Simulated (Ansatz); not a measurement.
HfSiSe:
```
CELL_PARAMETERS angstrom
      3.57803     0.00000     0.00000
      0.00000     3.57803     0.00000
      0.00000     0.00000     8.24580
ATOMIC_POSITIONS crystal
  Hf 0.00000 0.50000 0.74439
  Hf 0.50000 0.00000 0.25561
  Si 0.00000 0.00000 0.00000
  Si 0.50000 0.50000 0.00000
  Se 0.50000 0.00000 0.62063
  Se 0.00000 0.50000 0.37937
```

Relaxed with PBEsol. Special points in fractions of this cell's reciprocal vectors: Γ (0.000, 0.000, 0.000); X (0.000, 0.500, 0.000); M (0.500, 0.500, 0.000); Z (0.000, 0.000, 0.500); R (0.000, 0.500, 0.500); A (0.500, 0.500, 0.500).

Q: List the band energies nearest the Fermi level at these points for PBEsol (plane waves, PAW; program Ansatz).

A: In eV from the Fermi level; about four levels below and three above (degenerate sets whole), none deeper than 8.9 eV; points with the same levels are listed once.

```tsv
k	below	above
Γ	-1.72 -1.72 -1.02 -0.20	0.99 1.60 1.60
X	-2.19 -2.19 -0.69 -0.69	0.65 0.65 2.42 2.42
M	-4.03 -4.03 -2.25 -2.25	3.10 3.10 3.28 3.28
Z	-2.79 -2.79 -2.44 -1.61 -1.61	0.72 1.45 1.46
R	-1.79 -1.79 -0.46 -0.46	0.70 0.70 2.02 2.02
A	-3.62 -3.62 -2.25 -2.25	0.72 0.72 3.57 3.57
```

Space group P4/nmm. The workflow started from a Materials Project entry (that database holds measured and hypothetical structures alike); the Crystallography Open Database files this formula in space group No. 129, but the cells were not matched. Whether it is the stable phase at ambient conditions was not checked. Symmetry was held in the PBEsol relaxation; whether a distortion lowers the energy is not shown. The run is not spin-polarised. Scalar-relativistic: spin–orbit coupling is off unless named, which matters more the heavier the elements.

Potentials: the later of the program's two PAW sets.
